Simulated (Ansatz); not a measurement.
Input and command of a plane-wave DFT calculation in Ansatz:

```yaml
crystal:
  lattice:
    - [0.0, 1.862109, 1.9484955]
    - [1.862109, 0.0, 1.9484955]
    - [1.862109, 1.862109, 0.0]
  atoms:
    - { symbol: Ir, position: [0.0, 0.0, 0.0] }
basis:
  ecutwfc: 420
kpoints:
  mp_grid: { grid: [22, 22, 22] }
hamiltonian:
  xc: pbesol
scf:
  occupations: { method: gaussian, width: 0.15 }
output:
  forces: true
  stress: true
  eigenvalues: true
```

```bash
ansatz run input.yaml --threads 1 --pin off --max-ram 2560MiB --backend cpu --events-out ev --progress --plain --runs-dir out
```

Processor: Intel(R) Xeon(R) Platinum 8259CL CPU @ 2.50GHz (Skylake/Cascade Lake), 1 thread, on a host shared with other jobs.

How long does it run, and how much memory does it take?

About 8.3 s on 1 thread of Intel(R) Xeon(R) Platinum 8259CL CPU @ 2.50GHz (Skylake/Cascade Lake), on a shared host, peak memory 0.48 GiB. It solves 13 bands at 834 k points (the mesh reduced by symmetry) with about 267 plane waves, in 6 SCF iterations.
